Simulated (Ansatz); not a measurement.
NiSb:
```yaml
crystal:
  lattice:
    - [3.97416, 0.00000, 0.00000]
    - [-1.98708, 3.44172, 0.00000]
    - [0.00000, 0.00000, 5.15929]
  atoms:
    - { symbol: Ni, position: [0.00000, 0.00000, 0.00000] }
    - { symbol: Ni, position: [0.00000, 0.00000, 0.50000] }
    - { symbol: Sb, position: [0.33333, 0.66667, 0.25000] }
    - { symbol: Sb, position: [0.66667, 0.33333, 0.75000] }
```

Relaxed with PBE. Special points in fractions of this cell's reciprocal vectors: Γ (0.000, 0.000, 0.000); M (0.500, 0.000, 0.000); K (0.333, 0.333, 0.000); A (0.000, 0.000, 0.500); L (0.500, 0.000, 0.500); H (0.333, 0.333, 0.500).

Problem. List the band energies nearest the Fermi level at these points for PBE with spin–orbit coupling (plane waves, PAW; program Ansatz).

Solution. In eV from the Fermi level; about four levels below and three above (degenerate sets whole), none deeper than 8.9 eV; points with the same levels are listed once.

| k | below | above |
|---|---|---|
| Γ | -1.26 -1.26 -1.17 -1.17 | 0.04 0.04 0.28 0.28 |
| M | -1.19 -1.19 -0.35 -0.35 | 1.16 1.16 3.46 3.46 |
| K | -0.57 -0.57 -0.48 -0.48 | 0.62 0.62 0.70 0.70 |
| A | -1.95 -1.95 -1.95 -1.95 | 0.19 0.19 0.19 0.19 |
| L | -1.64 -1.64 -1.64 -1.64 | 0.23 0.23 0.23 0.23 |
| H | -1.20 -1.20 -1.14 -1.14 | 4.04 4.04 4.26 4.26 |

Space group P6_3/mmc (NiAs type). Symmetry was held in the PBE relaxation; of distortions, only those at the zone centre were tested. The workflow began spin-polarised and lost its moments.

Potentials: the later of the program's two PAW sets.
